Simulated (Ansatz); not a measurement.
Relaxed-ion elastic tensor of CdSe in space group P6_3mc (No. 186; Pearson symbol hP12) in GPa (Voigt order), the program Ansatz at the r²SCAN level (PAW); density 5.51 g/cm³, 28.85 Å³ per atom.

```json
[
 {"": "1", "1": "73.3", "2": "44.3", "3": "36.7", "4": "0.0", "5": "0.0", "6": "0.0"},
 {"": "2", "1": "44.3", "2": "73.3", "3": "36.7", "4": "0.0", "5": "0.0", "6": "0.0"},
 {"": "3", "1": "36.7", "2": "36.7", "3": "81.5", "4": "0.0", "5": "0.0", "6": "0.0"},
 {"": "4", "1": "0.0", "2": "0.0", "3": "0.0", "4": "13.1", "5": "0.0", "6": "0.0"},
 {"": "5", "1": "0.0", "2": "0.0", "3": "0.0", "4": "0.0", "5": "13.1", "6": "0.0"},
 {"": "6", "1": "0.0", "2": "0.0", "3": "0.0", "4": "0.0", "5": "0.0", "6": "14.5"}
]
```

Problem. Is the crystal mechanically stable?

Solution. Yes: the smallest eigenvalue of C is 13.1 GPa.

Problem. Work out the Voigt, Reuss and Hill averages.

Solution. K_V = 51.5, K_R = 51.5, K_H = 51.5; G_V = 15.5, G_R = 14.9, G_H = 15.2 GPa.

Problem. Give Young's modulus, Poisson's ratio, Pugh's ratio and the universal anisotropy index.

Solution. E = 9KG/(3K + G) = 41.5 GPa; ν = 0.37; K/G = 3.39 (ductile by the Pugh limit of 1.75); A_U = 5G_V/G_R + K_V/K_R − 6 = 0.20.

Problem. Estimate the sound speeds and the Debye temperature.

Solution. v_l = √((K + 4G/3)/ρ) = 3610 m/s, v_t = √(G/ρ) = 1660 m/s, mean 1870 m/s; Θ = (h/k)(3n/4πV)^(1/3) v_m = 182 K.

Problem. Solve the Christoffel equation for the three sound speeds along x, y, z.

Solution. Eigenvalues of C_ijkl n_j n_l equal ρv² (piezoelectric stiffening left out). In km/s, slowest first: x 1.54, 1.62, 3.65; y 1.54, 1.62, 3.65; z 1.54, 1.54, 3.85.

Problem. How much does each axis shrink under pressure?

Solution. Linear compressibilities β_i = Σ_j S_ij (j = 1 to 3): x 6.5, y 6.5, z 6.4 per TPa.

The cell is a constructed one: a structure type filled with these elements. Its sites differ from those of the usual phase in this space group: another stacking or structure type. Symmetry was held in the r²SCAN relaxation; whether a distortion lowers the energy is not shown.

Potentials: the later of the program's two PAW sets.
